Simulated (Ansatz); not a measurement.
Property card for SiC

SiC:
```
SiC
1.0
    3.12757     0.00000     0.00000
   -1.56379     2.70856     0.00000
    0.00000     0.00000     4.97926
Si C
2 2
Direct
  0.33333   0.66667   0.25000
  0.66667   0.33333   0.75000
  0.33333   0.66667   0.75000
  0.66667   0.33333   0.25000
```

Space group P6_3/mmc (No. 194); conventional cell a = 3.128 Å, b = 3.128 Å, c = 4.979 Å, α = 90.00°, β = 90.00°, γ = 120.00°.

Method: plane-wave PAW r²SCAN+D4 (Ansatz code). Geometry: relaxed at this level of theory. Other levels are named where they apply.

Cell and energy:

- Volume per atom: 10.55 Å³
- Density: 3.16 g/cm³
- Formation energy from the elements (no fitted shifts): 0.16 eV/atom

Electronic structure:

- Band gap = 0.33 eV (indirect)
- Valence-band maximum = at Γ
- Conduction-band minimum = at M (3 equivalent valleys)
- Smallest direct gap on the standard path = 2.18 eV
- Electron effective mass = 0.15, 0.94, 0.94 mₑ (principal values)
- Hole effective mass = 0.12, 2.3, 2.3 mₑ (principal values)
- HSE06 gap on the r²SCAN+D4 cell = 0.78 eV

Charges:

- Bader charges = Si +2.84, C -2.84 e

The start of the workflow was typed in or built on a structure type; neither database checked (COD, Materials Project) lists it. It is not the phase usual at ambient conditions (space group No. 186, 216). The cell was relaxed with r²SCAN+D4 under the symmetry of its start; its stability against distortions is not shown here. The volume moved by -46 % from the start of the relaxation. Its formation energy is positive at this level, so the cell may be metastable or incomplete. The references are the lowest solids computed at this level, not always the standard phases.

Potentials: the later of the program's two PAW sets.
